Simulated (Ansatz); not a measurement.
Here is the system:

Sn$_{3}$Ge:
```yaml
crystal:
  lattice:
    - [4.54859, 0.00000, 0.00000]
    - [0.00000, 4.54859, 0.00000]
    - [0.00000, 0.00000, 6.45394]
  atoms:
    - { symbol: Ge, position: [0.00000, 0.00000, 0.00000] }
    - { symbol: Sn, position: [0.50000, 0.00000, 0.23407] }
    - { symbol: Sn, position: [0.50000, 0.50000, 0.50000] }
    - { symbol: Sn, position: [0.00000, 0.50000, 0.76593] }
```

This is the PBE-relaxed structure.

**Question.** All from plane-wave PAW PBE (Ansatz code), unless another level is named. Predict the electronic character.

**Answer.** metallic (no gap).

**Question.** Predict the formation energy from the elements (no fitted shifts).

**Answer.** 3.3 kJ/mol-atom.

**Question.** Give the density of states at the Fermi level.

**Answer.** 0.07 states/eV per atom (mean over ±0.08 eV).

Space group P-4m2. The start of the workflow was typed in or built on a structure type; neither database checked (COD, Materials Project) lists it. Whether it is the stable phase at ambient conditions was not checked. The cell was relaxed with PBE under the symmetry of its start; whether a distortion lowers the energy is not shown. The references are the lowest solids computed at this level, not always the standard phases. Spin–orbit coupling is left out wherever it is not named.

Potentials: the later of the program's two PAW sets.
